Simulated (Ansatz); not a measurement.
This run works on a proposed trial structure, not on a known crystal.

Input and command of a plane-wave DFT calculation in Ansatz:

```yaml
crystal:
  lattice:
    - [8.6285695804, 0.0, 0.0]
    - [-4.3142847902, 7.4725604549, 0.0]
    - [0.0, 0.0, 10.9572763784]
  atoms:
    - { symbol: Si, position: [0.6666666667, 0.3333333333, 0.2732225077] }
    - { symbol: Si, position: [0.3333333333, 0.6666666667, 0.7267774923] }
    - { symbol: Br, position: [0.0, 0.0, 0.1051903954] }
    - { symbol: Br, position: [0.0, 0.0, 0.8948096046] }
    - { symbol: Br, position: [0.5272402893, 0.4727597107, 0.2052163999] }
    - { symbol: Br, position: [0.5272402893, 0.0544805786, 0.2052163999] }
    - { symbol: Br, position: [0.9455194214, 0.4727597107, 0.2052163999] }
    - { symbol: Br, position: [0.6666666667, 0.3333333333, 0.4749635381] }
    - { symbol: Br, position: [0.0544805786, 0.5272402893, 0.7947836001] }
    - { symbol: Br, position: [0.4727597107, 0.5272402893, 0.7947836001] }
    - { symbol: Br, position: [0.4727597107, 0.9455194214, 0.7947836001] }
    - { symbol: Br, position: [0.3333333333, 0.6666666667, 0.5250364619] }
basis:
  ecutwfc: 500
kpoints:
  mp_grid: { grid: [6, 6, 4] }
hamiltonian:
  xc: r2scan
scf:
  occupations: { method: gaussian, width: 0.02 }
output:
  forces: true
  stress: true
  eigenvalues: true
```

```bash
ansatz run input.yaml --threads 1 --pin off --max-ram 2560MiB --backend cpu --events-out ev --progress --plain --runs-dir out
```

Processor: Intel(R) Xeon(R) Processor @ 2.50GHz (Skylake/Cascade Lake), 1 thread, on a host shared with other jobs.

Question: Estimate time, memory and problem size.

Answer: About 3.9 min, peak memory 2.3 GiB. It solves 51 bands at 24 k points (after reduction by symmetry) with about 17907 plane waves, in 7 SCF iterations.
